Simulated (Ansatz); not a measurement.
A crystal relaxed with r2SCAN in the PAW code Ansatz has space group P2 (No. 3) and a = 4.799 Å, b = 5.730 Å, c = 5.227 Å, β = 90.8°.

```csv
atom,site,x,y,z
Hf,1d,0.5000,0.3221,0.5000
Sn,1a,0.0000,0.1666,0.0000
Sn,1c,0.5000,0.6690,0.0000
Sn,1b,0.0000,0.8297,0.5000
Xx,2e,0.7782,0.1080,0.3274
Xx,2e,0.2714,0.3944,0.1695
Xx,2e,0.2340,0.8956,0.1747
Xx,2e,0.7270,0.6083,0.3301
```

With r2SCAN the valence top lies at k = (0.099, 0.365, 0) and the conduction bottom at Γ, 3.03 eV higher; the smallest vertical gap, at Γ, is 3.10 eV. With HSE06 the valence top lies at k = (0.099, 0.365, 0) and the conduction bottom at Γ, 4.10 eV higher; the smallest vertical gap, at Γ, is 4.16 eV. PBE0 gives an indirect gap of 4.83 eV, from k = (0.099, 0.365, 0) to Γ; the least direct gap is 4.88 eV at Γ. Meshes: r2SCAN 6×6×4, HSE06 4×4×4, PBE0 4×4×4. r2SCAN's ε∞ is 4.3, 4.2 and 4.1 along x, y and z.

**Question.** Which element is Xx?
A. S
B. O
C. Se
D. Te

**Answer.** B. Xx is O: HfSn3O8 on the sites of monoclinic HfO2 (relaxed group P2). Hf has 6 O at 2.03–2.17 Å; Sn has 6 O at 2.04–2.12 Å; Sn has 6 O at 2.02–2.11 Å; O has 1 Hf at 2.03 Å and 2 Sn at 2.05–2.11 Å; O has 2 Sn at 2.04–2.12 Å and 1 Hf at 2.08 Å; O has 3 Sn at 2.04–2.12 Å; O has 2 Sn at 2.02–2.06 Å and 1 Hf at 2.17 Å.

The calculation is spin-unpolarised, and the structure need not be a phase that has been made.

Spin-orbit coupling is left out, which matters wherever the heavy atoms make up the band edges.

Where an edge lies off the special points, it is a point of the mesh or the k point where a search put PBE's edge or least direct gap, reused for the other functionals, whose own edges may lie a little apart.

Coordinates of k points refer to the reciprocal vectors of the primitive cell of the runs.

The meshes of the hybrids are coarse, so their gaps aren't converged to the digits shown.

For a response run the program warns that the ground state's bands aren't all converged, so ε∞ carries an extra error.
